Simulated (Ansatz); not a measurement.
Problem. Zr (hcp (Mg type), P6_3/mmc) is relaxed with the program Ansatz at the LDA level (PAW). What lattice parameters of the conventional cell result?

Solution. a = 3.143 Å, c = 5.092 Å.

Symmetry was held in the LDA relaxation; of distortions, only those at the zone centre were tested. The run is not spin-polarised. Axis ratios of metals converge slowly with the k-mesh, so a and c are less sure than the volume.

Potentials: the earlier of the program's two PAW sets.
